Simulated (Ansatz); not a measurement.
**BeTlCl3: relaxed-ion elastic tensor**

Level of theory: DFT PBE, scalar-relativistic, plane waves, PAW (Ansatz). Plane waves to 420 eV; Γ-centred k mesh 6×6×6; fixed occupations. No spin polarisation.

The cell is fixed (symmetry leaves no force on the atoms) and stands under -0.1 GPa:
```xyz
5
Lattice="4.7134 0.0000 0.0000 0.0000 4.7134 0.0000 0.0000 0.0000 4.7134" Properties=species:S:1:pos:R:3 pbc="T T T"
Tl    0.0000    0.0000    0.0000
Be    2.3567    2.3567    2.3567
Cl    2.3567    2.3567    0.0000
Cl    2.3567    0.0000    2.3567
Cl    0.0000    2.3567    2.3567
```

The cell is the ideal cubic perovskite prototype; whether it is the stable structure of this composition wasn't checked. Spin–orbit coupling is left out, which can shift energies with elements as heavy as these.

Q: Give the relaxed-ion elastic constants (GPa, Voigt order xx yy zz yz xz xy, on the axes of the cell above).

A:
```
53.3 37.7 37.7  0.0  0.0  0.0
37.7 53.3 37.7  0.0  0.0  0.0
37.7 37.7 53.3  0.0  0.0  0.0
 0.0  0.0  0.0 37.8  0.0  0.0
 0.0  0.0  0.0  0.0 37.8  0.0
 0.0  0.0  0.0  0.0  0.0 37.8
```

Q: Is the crystal stable against homogeneous strain?

A: Yes: the least eigenvalue of the tensor is 15.6 GPa.

Q: And the moduli of a polycrystal (Hill averages)?

A: B = 43 GPa, G = 20 GPa, E = 53 GPa, ν = 0.30.

Symmetry holds off the tilts and polar distortions that many cubic perovskites undergo.